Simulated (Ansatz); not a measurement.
CsSrF$_{3}$:
Space group Pm-3m (No. 221); a = 4.7639 Å, b = 4.7639 Å, c = 4.7639 Å, α = 90.00°, β = 90.00°, γ = 90.00°

```tsv
atom	site	symmetry	x	y	z
Cs	1a	m-3m	0.0000	0.0000	0.0000
Sr	1b	m-3m	0.5000	0.5000	0.5000
F	3c	4/mm.m	0.0000	0.5000	0.5000
```

Relaxed with r²SCAN. Plane-wave PAW r²SCAN (Ansatz code) gives a gap of 7.17 eV.

Task: What gap does HSE06 give on the same cell (Ansatz, PAW)?

Result: 8.39 eV, 1.21 eV more. The hybrid was solved on a coarser mesh and at special points; the gap given is the minimum over both.

```json
[
 {"k": "Γ", "v1 r²SCAN": "0.00", "c1 r²SCAN": "7.17", "v1 HSE06": "0.00", "c1 HSE06": "8.39"},
 {"k": "R", "v1 r²SCAN": "-0.03", "c1 r²SCAN": "9.26", "v1 HSE06": "(withheld)", "c1 HSE06": "(withheld)"},
 {"k": "M", "v1 r²SCAN": "-0.03", "c1 r²SCAN": "8.97", "v1 HSE06": "(withheld)", "c1 HSE06": "(withheld)"},
 {"k": "X", "v1 r²SCAN": "-0.01", "c1 r²SCAN": "8.71", "v1 HSE06": "(withheld)", "c1 HSE06": "(withheld)"}
]
```

Task: Top valence (v1) and lowest conduction level (c1) in eV from each method's valence maximum (which need not be a listed point): supply the withheld HSE06 values.

Result: 
- X, v1 HSE06: -0.01
- X, c1 HSE06: 9.98
- M, v1 HSE06: -0.03
- M, c1 HSE06: 10.29
- R, v1 HSE06: -0.02
- R, c1 HSE06: 10.57

Cost on shared cores: the r²SCAN run (SCF on a 6×6×6 mesh, then bands and DOS) about 50 core-seconds (a rough figure), the HSE06 run (SCF on 4×4×4, then a few points) about 2.0 core-minutes (a rough figure); the tasks are unlike.

The workflow started from a Materials Project entry (that database holds measured and hypothetical structures alike); the Crystallography Open Database copy checked does not list it. Whether it is the stable phase at ambient conditions was not checked. The r²SCAN relaxation kept the symmetry of its start; its stability against distortions is not shown here. Spin–orbit coupling is left out wherever it is not named.

Potentials: the later of the program's two PAW sets.
